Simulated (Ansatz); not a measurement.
Si₂W:
```xyz
9
Lattice="4.5766 0.0000 0.0000 -2.2883 3.9634 0.0000 0.0000 0.0000 6.6037" Properties=species:S:1:pos:R:3 pbc="T T T"
Si     2.2883     2.6649     3.3019
Si    -1.1638     3.3142     5.5031
Si     1.1245     0.6492     1.1006
Si     0.0000     1.2985     3.3019
Si     3.4521     0.6492     5.5031
Si     1.1638     3.3142     1.1006
W     -1.1441     1.9817     1.1006
W      2.2883     0.0000     3.3019
W      1.1441     1.9817     5.5031
```

Relaxed with PBEsol. Special points in fractions of this cell's reciprocal vectors: Γ (0.000, 0.000, 0.000); M (0.500, 0.000, 0.000); K (0.333, 0.333, 0.000); A (0.000, 0.000, 0.500); L (0.500, 0.000, 0.500); H (0.333, 0.333, 0.500).

Problem. List the band energies nearest the Fermi level at these points for DFT-PBEsol with spin–orbit coupling in the program Ansatz with PAW potentials.

Solution. In eV from the Fermi level; about four levels below and three above (degenerate sets whole), none deeper than 8.9 eV; points with the same levels are listed once.

```tsv
k	below	above
Γ	-2.51 -2.51 -0.96 -0.96	2.18 2.18 2.18 2.18
M	-1.17 -1.17 -0.64 -0.64	0.02 0.02 0.80 0.80
K	-1.21 -1.21 -1.08 -0.81 -0.81	0.85 0.85 1.07 1.07
A	-0.77 -0.77 -0.71 -0.71	1.80 1.80 2.02 2.02
L	-2.14 -2.14 -1.27 -1.27	0.04 0.04 0.69 0.69
H	-1.40 -1.40 -0.59 -0.59	0.54 0.54 0.54
```

Space group P6_222. The first step of the workflow began from a Materials Project structure, measured or hypothetical; the Crystallography Open Database copy checked does not list it. It is not the phase usual at ambient conditions (space group No. 139). Symmetry was held in the PBEsol relaxation; whether a distortion lowers the energy is not shown. The run is not spin-polarised. The Fermi level of a semimetal is unsure by some 0.05 eV on such meshes.

Potentials: the earlier of the program's two PAW sets. The files were generated under PBE; for other functionals the program regenerates the frozen cores, and for LDA and PBEsol the local potential too.
